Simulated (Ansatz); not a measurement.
The elements of this relaxed trial crystal are hidden behind letters.

```
lattice vectors (Å)
   3.5441    0.0000    0.0000
   0.0000    3.5441    0.0000
   0.0000    0.0000    3.5441
fractional positions
X 0.0000 0.5000 0.5000
X 0.5000 0.0000 0.5000
X 0.5000 0.5000 0.0000
Z 0.0000 0.0000 0.0000
```

Level of theory: DFT PBE, scalar-relativistic, plane waves, PAW in Ansatz 0.2.0. Cutoff 420 eV, Γ-centred 14×14×14 mesh (4-atom cell), Gaussian smearing of 0.10 eV, no spin polarisation.

```
Space group                                 : Pm-3m (No. 221)
Conventional cell                           : a = 3.544 Å
Volume per atom                             : 11.13 Å³
Density                                     : 7.71 g/cm³
Formation energy                            : +0.26 eV/atom
Gap on the 14×14×14 mesh of the 4-atom cell : 0 eV (a metal)
```

Energies are uncorrected and count from the elements' standard states at the same level.

Question: X is a d-block element of period 4 and Z is a p-block element of period 2. Which elements are they?

Answer: X = Cu, Z = O, so the formula is Cu3O. Density times volume gives a mean mass of 7.71 × 11.13/1.6605 = 51.7 u per atom, and this set has 51.7 u. Cu has 4 O at 2.51 Å and 8 Cu at 2.51 Å; O has 12 Cu at 2.51 Å. Other sets within the hints have nearly the same mass, so mass alone doesn't settle it; this one was computed.

An odd number of electrons in the primitive cell allows no gap without spin; a larger cell or a magnetic state could open one. No Hubbard U is applied to the 3d shell of Cu. A structure relaxed within its symmetry needn't be a true minimum. Another cell of Cu3O relaxed alike, in Pm-3m, lies 59 meV/atom lower, so this cell isn't the stable form at this level.
